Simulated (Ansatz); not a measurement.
InPd:
```
InPd
1.0
    3.26693     0.00000     0.00000
    0.00000     3.26693     0.00000
    0.00000     0.00000     3.26693
In Pd
1 1
Direct
  0.00000   0.00000   0.00000
  0.50000   0.50000   0.50000
```

Relaxed with r²SCAN. Special points in fractions of this cell's reciprocal vectors: Γ (0.000, 0.000, 0.000); X (0.000, 0.500, 0.000); M (0.500, 0.500, 0.000); R (0.500, 0.500, 0.500).

### Question
List the band energies nearest the Fermi level at these points for the program Ansatz at the r²SCAN with spin–orbit coupling level (PAW).

### Answer
In eV from the Fermi level; about four levels below and three above (degenerate sets whole), none deeper than 8.9 eV; points with the same levels are listed once.

```
k                                below                          above
-  -----------------------------------  -----------------------------
Γ  -2.60 -2.60 -2.60 -2.60 -2.32 -2.32  3.93 3.93 4.67 4.67 4.67 4.67
X              -2.56 -2.56 -1.28 -1.28          9.71 9.71 10.11 10.11
M              -2.48 -2.48 -1.93 -1.93            1.56 1.56 2.56 2.56
R              -1.90 -1.90 -1.90 -1.90            0.18 0.18 3.66 3.66
```

Space group Pm-3m (CsCl type). The r²SCAN relaxation kept the symmetry of its start; of distortions, only those at the zone centre were tested. The run is not spin-polarised.

Potentials: the later of the program's two PAW sets.
